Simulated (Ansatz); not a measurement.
LiGa3: zone-centre modes under pressure

LiGa3, Pm-3m, a = 3.996 Å. The structure is a Materials Project entry; whether it is the stable form wasn't checked. Ansatz: PBEsol, PAW, 420 eV, Γ-centred 10×10×10 mesh on 4 atoms, Fermi-Dirac smearing 0.15 eV; no spin polarisation. Cell and atoms are relaxed at each pressure with the symmetry kept; optical modes at Γ by linear response, in cm⁻¹, matched by rank (the highest 3 distinct ones).

| P (GPa) | V (Å³/atom) | ω1 | ω2 | ω3 |
| --- | --- | --- | --- | --- |
| 0 | 15.953 | 95.2 | 144.5 | 315.8 |
| 3 | 15.177 | 103.2 | 160.5 | 338.5 |
| 10 | 13.938 | ? | ? | ? |

Q: Get each mode's Grüneisen parameter γ = −d ln ω/d ln V from the other rows and predict the missing frequencies.

A: ln(V/V0) = 0.0000, -0.0499, -0.1350; a line through ln(ω/ω0) of the 2 known rows gives ω1: γ = 1.617, predicted 118.4, computed 118.2; ω2: γ = 2.104, predicted 192.0, computed 188.9; ω3: γ = 1.391, predicted 381.0, computed 379.8. The worst miss is 1.6 %: γ isn't constant over this range. In a metal these frequencies hang on the mesh and smearing.

The mesh isn't the same in all rows (10×10×10, 12×12×12).

Cost: 3 runs of about 8.9 core-minutes in all, on Intel Xeon Platinum 8259CL (Skylake/Cascade Lake) (shared hosts).